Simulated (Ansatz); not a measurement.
InGaAs2 in space group R3m (No. 160; In on 3a, Ga on 3a, As on 3a, As on 3a) at seven volumes, r²SCAN (plane waves, PAW; program Ansatz), shape and atoms relaxed at each. One row is withheld.

```
V (Å³/atom)  P (GPa)
-----------  -------
23.308             ?
24.077          4.48
24.845          2.05
25.613          0.00
26.382         -1.71
27.150         -3.17
27.919         -4.41
```

Question: Fit the shown pressures and predict the withheld one.

Answer: P = (3/2)B₀(x^(7/2) − x^(5/2))[1 + (3/4)(B′ − 4)(x − 1)] with x = (V₀/V)^(2/3). Least squares on the six rows gives V₀ = 25.616 Å³/atom, B₀ = 62.5 GPa, B′ = 4.66. At V = 23.308, x = 1.0650 and P = 7.36 GPa. The run itself gave 7.34 GPa.

The workflow started from a Materials Project entry (that database holds measured and hypothetical structures alike); the Crystallography Open Database copy checked does not list it. With In and Ga taken as one species the cell has the higher symmetry F-43m, so it may be an ordered model of a mixed-site phase. Whether it is the stable phase at ambient conditions was not checked. Symmetry was held in the r²SCAN relaxation; of distortions, only those at the zone centre were tested.

Potentials: the later of the program's two PAW sets.
